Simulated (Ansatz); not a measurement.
La:
```cif
data_La4
_chemical_formula_sum 'La4'
_space_group_name_H-M_alt 'P 1'
_space_group_IT_number 1
_cell_length_a 3.58435
_cell_length_b 3.58435
_cell_length_c 11.56087
_cell_angle_alpha 90.000
_cell_angle_beta 90.000
_cell_angle_gamma 120.000
loop_
_space_group_symop_operation_xyz
  'x, y, z'
loop_
_atom_site_label
_atom_site_type_symbol
_atom_site_fract_x
_atom_site_fract_y
_atom_site_fract_z
_atom_site_occupancy
La1 La 0.00000 0.00000 0.00000 1
La2 La 0.00000 0.00000 0.50000 1
La3 La 0.33333 0.66667 0.25000 1
La4 La 0.66667 0.33333 0.75000 1
```

Relaxed with LDA.

**Question.** Decompose the optical modes at the zone centre into irreducible representations, and say which are infrared and Raman allowed.

**Answer.** Point group 6/mmm: Γ_opt = A2u + B1g + B2u + E1u + E2g + E2u. Infrared: A2u, E1u. Raman: E2g.

**Question.** Assign frequencies (DFPT, DFT-LDA in the program Ansatz with PAW potentials).

**Answer.** E2u 30, E1u 35, E2g 36, B1g 71, B2u 74, A2u 84 cm⁻¹.

Subscripts of B labels follow the axes of the standard setting.

Space group P6_3/mmc (dhcp (α-La type)). The LDA relaxation kept the symmetry of its start; of distortions, only those at the zone centre were tested. As this level gives no gap, phonon frequencies hold no LO–TO term and depend on the k-mesh and smearing (Fermi–Dirac, 0.1 eV here). Spin–orbit coupling is left out wherever it is not named.

Potentials: the earlier of the program's two PAW sets.
